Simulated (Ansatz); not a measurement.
AlN with Zn replacing Al: which input changes reach the field gradients?

Cell: a supercell of AlN (wurtzite type, P6_3mc) built from a structure deposited in the COD (the entry's cell lengths or inner coordinates differ somewhat from later room-temperature determinations), with all atoms left at the host's positions.

Space group P3m1 (No. 156); a = 6.2260, c = 9.9620 Å, γ = 120.00°.

| site | Wyckoff | site symmetry | x | y | z |
| --- | --- | --- | --- | --- | --- |
| Zn | 1a | 3m. | 0.0000 | 0.0000 | 0.0000 |
| Al2 | 1a | 3m. | 0.0000 | 0.0000 | 0.5000 |
| Al3 | 3d | .m. | 0.0000 | 0.5000 | 0.0000 |
| Al4 | 3d | .m. | 0.0000 | 0.5000 | 0.5000 |
| Al9 | 3d | .m. | 0.1667 | 0.8333 | 0.2500 |
| Al10 | 3d | .m. | 0.1667 | 0.8333 | 0.7500 |
| Al15 | 1c | 3m. | 0.6667 | 0.3333 | 0.2500 |
| Al16 | 1c | 3m. | 0.6667 | 0.3333 | 0.7500 |
| N17 | 1a | 3m. | 0.0000 | 0.0000 | 0.1900 |
| N18 | 1a | 3m. | 0.0000 | 0.0000 | 0.6900 |
| N19 | 3d | .m. | 0.0000 | 0.5000 | 0.1900 |
| N20 | 3d | .m. | 0.0000 | 0.5000 | 0.6900 |
| N25 | 3d | .m. | 0.1667 | 0.8333 | 0.4400 |
| N26 | 3d | .m. | 0.1667 | 0.8333 | 0.9400 |
| N31 | 1c | 3m. | 0.6667 | 0.3333 | 0.4400 |
| N32 | 1c | 3m. | 0.6667 | 0.3333 | 0.9400 |

One atom of each set is listed.

Reference run. Computed with Ansatz: DFT, PBE, plane waves and PAW, scalar-relativistic, collinear spin, 420 eV cutoff, Γ-centred 4×4×2 k-points, Fermi–Dirac smearing 0.01 eV. Start moments as typed (μB): 1 on each Zn, none on the rest.

It gives V_zz (10²¹ V/m²) Zn -1.44 (η 0.00), N26 2.40 (η 0.19), Al9 0.35 (η 0.28), among others. Each of these runs changes the input as listed (caps on SCF iterations aside):

A. scf.mixing.algorithm: not typed → broyden; scf.mixing.beta: not typed → 0.2; hamiltonian.xc: pbe → rpbe; scf.initial_density.chi_scale: not typed → 0.3
B. scf.mixing.algorithm: not typed → msr1; scf.mixing.beta: not typed → 0.5; scf.mixing.ndim: not typed → 16

Problem. How does each run end, and how far do the gradients move?

Solution. 

| run | Zn V_zz (η) | N26 V_zz (η) | Al9 V_zz (η) | largest change of a gradient tensor, all atoms | note |
| --- | --- | --- | --- | --- | --- |
| A | -1.22 (0.00) | 2.40 (0.16) | 0.36 (0.26) | 0.22 | converged; another functional |
| B | -1.43 (0.00) | 2.40 (0.19) | 0.35 (0.28) | 0.00 | converged; mixing stalled and the program minimised the free energy directly |

Run A moves them most, on Zn (V_zz from -1.44 to -1.22).

In run A the shift comes from hamiltonian.xc: the other keys steer the path to self-consistency or leave the density as it is.

On the reference run: The defect repeats with the cell of 32 atoms, so it feels its images: sites between two images don't show the values beside a lone defect, and zeros or small values of η there can come from the images' arrangement. Al and N carry a gradient in the pure host already, so the values there aren't the defect's effect alone. The defect cell has no gap above 0.1 eV on its mesh, so the values can hang on the smearing and the k-mesh. The cell keeps the host's lattice, where the PBE pressure is 6 GPa. The run lost most of its start moments on Zn; a state with other moments may lie lower. The neighbours have not yet relaxed around the defect (largest force 2.2 eV/Å), so a real crystal will differ.
